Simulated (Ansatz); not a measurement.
An elastic tensor (GPa, Voigt order, standard axes) from r²SCAN (plane waves, PAW; program Ansatz):

```
 188  76.8  65.2   0.0   0.0   0.0
76.8   188  65.2   0.0   0.0   0.0
65.2  65.2   204   0.0   0.0   0.0
 0.0   0.0   0.0  58.9   0.0   0.0
 0.0   0.0   0.0   0.0  58.9   0.0
 0.0   0.0   0.0   0.0   0.0  55.5
```

Q: Which of these materials gives this?
A. Hf, hcp (Mg type)
B. Zn, hcp (Mg type)
C. Cd, hcp (Mg type)

A: A, Hf, hcp (Mg type)

Space group P6_3/mmc (hcp (Mg type)). Symmetry was held in the r²SCAN relaxation; of distortions, only those at the zone centre were tested. The run is not spin-polarised. As this level gives no gap, shear constants depend on the k-mesh and smearing (Fermi–Dirac, 0.1 eV here). Scalar-relativistic: spin–orbit coupling is off unless named, which matters more the heavier the elements.

Potentials: the later of the program's two PAW sets.
